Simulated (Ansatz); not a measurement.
A crystal relaxed with r2SCAN in the plane-wave code Ansatz has space group Imm2 (No. 44) and a = 4.058 Å, b = 12.200 Å, c = 5.771 Å.

```json
{"atom": "Xx", "site": "2a", "x": "0.0000", "y": "0.0000", "z": "0.0015"}
{"atom": "P", "site": "2b", "x": "0.5000", "y": "0.0000", "z": "0.7761"}
{"atom": "In", "site": "4d", "x": "0.5000", "y": "0.1640", "z": "0.5003"}
{"atom": "P", "site": "4d", "x": "0.0000", "y": "0.1587", "z": "0.2359"}
```

r2SCAN gives a direct gap of 1.27 eV at Γ. The HSE06 gap is direct at Γ: 1.65 eV. Meshes: r2SCAN 8×8×8, HSE06 4×4×4.

**Question.** Which element is Xx?
A. Tl
B. Al
C. Ga
D. B

**Answer.** C. Xx is Ga: In2GaP3 as one 6-atom ordering (Imm2) on the zincblende lattice. Ga has 4 P at 2.36–2.41 Å; P has 2 Ga at 2.41 Å and 2 In at 2.56 Å; In has 4 P at 2.54–2.56 Å; P has 1 Ga at 2.36 Å and 3 In at 2.54–2.55 Å.

These are computed values for a spin-unpolarised cell that may be hypothetical; none is a measurement.

Spin-orbit coupling is left out.
